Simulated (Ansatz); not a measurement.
Ansatz (a program for electronic structure) input:

Ansatz 0.2 input:
```yaml
crystal:
  lattice:
    - [2.7197640167, 0.0, 0.0]
    - [-1.3598820084, 2.3553847308, 0.0]
    - [0.0, 0.0, 31.0660970503]
  atoms:
    - { symbol: Ir, position: [0.3333333333, 0.6666666667, 0.75] }
    - { symbol: Ir, position: [0.6666666667, 0.3333333333, 0.8216677874] }
    - { symbol: Ir, position: [0.0, 0.0, 0.8927811918] }
    - { symbol: Ir, position: [0.3333333333, 0.6666666667, 0.9643012939] }
    - { symbol: Ir, position: [0.6666666667, 0.3333333333, 0.0356987061] }
    - { symbol: Ir, position: [0.0, 0.0, 0.1072188082] }
    - { symbol: Ir, position: [0.3333333333, 0.6666666667, 0.1783322126] }
    - { symbol: Ir, position: [0.6666666667, 0.3333333333, 0.25] }
    - { symbol: Ir, position: [0.3333333333, 0.6666666667, 0.3216677874] }
    - { symbol: Ir, position: [0.0, 0.0, 0.3927811918] }
    - { symbol: Ir, position: [0.6666666667, 0.3333333333, 0.4643012939] }
    - { symbol: Ir, position: [0.3333333333, 0.6666666667, 0.5356987061] }
    - { symbol: Ir, position: [0.0, 0.0, 0.6072188082] }
    - { symbol: Ir, position: [0.6666666667, 0.3333333333, 0.6783322126] }
kpoints:
  mp_grid: { grid: [17, 17, 2] }
hamiltonian:
  xc: r2scan
  pseudopotentials: { azcp: { folder: ./paw }, kind: paw }
scf:
  occupations: { method: gaussian, width: 0.1 }
checkpoint: { read: metal.run }
output: { write_density: true, elf: true, volumetric_format: npy }
basis: { fft_grid_basis: typed }
```

Output (shortened):

```
Pseudopotential: Ir, paw, valence charge 17
Functional definition: r2SCAN
Crystal: 14 atoms, lattice volume = 199.012 Å³
Basis set: ecut = 500 eV, 4937 PW (Γ), exchange–correlation on 80×80×960 points (64 copies of the dense FFT grid, shifted against one another)
Bands: 143, of which v1, the nominal top of the filled ones, is band 119 counted from 1 (118 counted from 0)
Symmetry: 24 space group operations
Space group: P63/mmc (ITA 194), of the structure as read, at distance tolerance 5.8e-5 Å
k-points: 66 of 578
Stability of the state it starts from, as read at its close in the unpolarized treatment …
iter 1 solved again at ethr=4.22e-8 eV; its pass at ethr=3.10e-3 eV (dr2=1.00e-4 eV) is discarded
SCF iter   1: F=—  HF=-167300.496030 eV  |F-HF|=—  |Δ(HF+E_count)|=         —  Δρ=6.05e-7  dr2=3.86e-10  dr2_τ=2.02e-10  ethr=4.22e-8  ⟨swp⟩=4.0  Hψ=57067  notcnv=0
preconditioner: auto → Kerker (q_TF=auto, 2.811 Å⁻¹)
SCF iter   2: F=—  HF=-167300.496290 eV  |F-HF|=—  |Δ(HF+E_count)|=   2.60e-4  Δρ=3.03e-7  dr2=1.19e-10  dr2_τ=1.93e-10  ethr=1.00e-12  ⟨swp⟩=7.2  Hψ=32931  notcnv=0
SCF iter   3: F=-167300.496290 eV  HF=-167300.496290 eV  |F-HF|=2.91e-11  |Δ(HF+E_count)|=  8.73e-11  Δρ=1.92e-7  dr2=3.82e-11  dr2_τ=2.50e-11  ethr=1.00e-12  ⟨swp⟩=1.0  Hψ=19186  notcnv=0
SCF 1 converged in 3 iterations: F = -167300.496290 eV  dr2 = 3.82e-11
SCF converged after 3 iterations
Free energy (F): -167300.496290 eV
Harris-Foulkes:  -167300.496290 eV  (|F-HF|=2.91e-11)
Internal energy: -167300.441383 eV  (E = F + TS)
E sigma→0 (E₀):  -167300.468836 eV
Entropy (-TS):   -0.054907 eV (-3.922 meV/atom)
Fermi energy:    25.370082 eV
--- Per-component energies (eV) ---
  E_band       = -1447.185363
  E_kinetic    = 7564.405685
  E_local      = -15482.877558  (includes V_loc(G=0)·N_el)
  E_nonlocal   = 2681.667828
  E_hartree    = 5800.870729
  E_xc         = -3038.335672
  E_vxc        = -3942.150267  (∫ρ·V_xc dr)
  E_paw        = -130089.798559  (= ΣΔE_a)
  E_vpaw       = -4115.592214  (= ΣTr[D̂ρ^β])
  E_aug_tail   = 0.003634  (compensation charges beyond the density's cutoff)
  E_vtau       = 245.616859  (kinetic-family band-sum trace: ∫τ·v_τ [+ j·A + Jᵃ·Aᵃ] dr)
  E_ewald      = -34731.938896
  E_core_change = -4.438574  (= ΣΔE_core)
  E_smearing   = -0.054907  (= −TS)
  E_closure    =  0.000000  (closes the sum)
  Σ components = -167300.496290   (vs F -167300.496290, Δ=0.00e0)
  [band-id]    e_kinetic+e_local+e_nonlocal+2·e_hartree+e_vxc+e_vpaw+e_augmentation_tail+e_vtau = -1447.184574   (vs E_band -1447.185363, Δ=7.89e-4)
--- Band table (eV; the first three rows and the last of 66) ---
  k-point 0: bands = ["-69.5879", "-69.5877", "-69.5733", "-69.5725", "-69.5511", "-69.5444", "-69.5440", "-69.5327", "-69.5298", "-69.5232", "-69.5101", "-69.5086", "-69.4883", "-69.4881", "-26.1985", "-26.1677", "-26.1480", "-26.0556", "-26.0328", …
  k-point 1: bands = ["-69.5878", "-69.5878", "-69.5729", "-69.5729", "-69.5491", "-69.5491", "-69.5380", "-69.5380", "-69.5256", "-69.5256", "-69.5093", "-69.5093", "-69.4882", "-69.4882", "-26.1888", "-26.1888", "-26.1089", "-26.1089", "-25.9660", …
  k-point 2: bands = ["-69.5858", "-69.5856", "-69.5714", "-69.5706", "-69.5492", "-69.5428", "-69.5421", "-69.5313", "-69.5283", "-69.5219", "-69.5087", "-69.5073", "-69.4871", "-69.4870", "-26.1894", "-26.1597", "-26.1401", "-26.0506", "-26.0279", …
  k-point 65: bands = ["-69.5087", "-69.5087", "-69.5084", "-69.5084", "-69.4983", "-69.4983", "-69.4766", "-69.4766", "-69.4766", "-69.4766", "-69.4623", "-69.4623", "-69.4598", "-69.4598", "-26.0359", "-26.0359", "-26.0178", "-26.0178", "-25.9972", …
```

Cost: around 2.4 core-minutes (rough) on shared cores.

Space group P6_3/mmc. The start of the workflow was typed in or built on a structure type; the Crystallography Open Database copy checked does not list it. It is not the phase usual at ambient conditions (space group No. 225). Symmetry was held in the r²SCAN relaxation; its stability against distortions is not shown here. No spin polarisation was allowed. Scalar-relativistic: spin–orbit coupling is off unless named, which matters more the heavier the elements.

Potentials: the earlier of the program's two PAW sets.

Ansatz is a plane-wave DFT program.
